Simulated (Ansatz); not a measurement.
## Structure relaxation, Ni

The start is a relaxed Ni cell, doubled along one cell vector, shaken by Gaussian noise of σ = 0.08 Å a coordinate. The cell and all atomic positions are relaxed at zero pressure with PBEsol (plane waves to 420 eV, PAW, scalar-relativistic; Ansatz, a quantum-chemistry and plane-wave program). The first steps use a coarse 16×8×14 k-mesh.

Initial structure:
```yaml
crystal:
  lattice:
    - [2.37163, 0.00000, 0.00000]
    - [-2.37163, 4.10778, 0.00000]
    - [0.00000, 0.00000, 2.30743]
  atoms:
    - { symbol: Ni, position: [0.99277, 0.98377, 0.97002] }
    - { symbol: Ni, position: [0.09501, 0.54458, 0.99192] }
```
Spin-polarised start, with parallel moments on Ni.

Q: What pressure does the first self-consistent step give?

A: +9.7 GPa (positive: the cell is compressed).

Q: Which atoms feel the largest initial force, and how large is it?

A: 2.95 eV/Å, on Ni1, Ni2 (atoms numbered as listed).

Q: How much energy is released per atom?

A: 0.62 eV/atom.

Q: How does the volume per atom move from start to end?

A: -7.6 %, from 11.24 to 10.38 Å³/atom.

Q: Does it find its way back to the structure it was made from?

A: It does not go back: it reaches Fm-3m (No. 225), fcc (Cu type), 0.45 eV/atom below the parent.

Q: How do the shortest distances between atoms change?

A: The closest pairs of elements (up to four, under 3.6 Å), start → end: Ni–Ni 2.11 → 2.45 Å.

Q: What band gap does the relaxed structure have at this level?

A: Zero (metallic).

Q: What magnetic moments remain?

A: Net 0.61 μB/atom, ferromagnetic.

Q: What does it relax into? Give the structure.

A: 
Space group Fm-3m (No. 225); a = b = c = 3.4628 Å, α = β = γ = 90.00°

| atom | site | symmetry | x | y | z |
|---|---|---|---|---|---|
| Ni | 4b | m-3m | 0.5000 | 0.5000 | 0.5000 |
(The calculation used a cell of 1 atom; values per cell refer to that cell.)

Final values are on a 23×23×23 k-mesh of the relaxed cell. Spin state reached: ferromagnetic (net 0.61 μB/atom), from parallel starting moments; other spin orders were not run from this start.

The run could not lose the symmetry of its start.

Of the parent cell (P6/mmm (No. 191)): it is a generated cell of Ni: the first start was made by a random draw of sites in a space group, and the end was not matched to a known phase here, so it may be hypothetical. Known forms of Ni include space group No. 225.
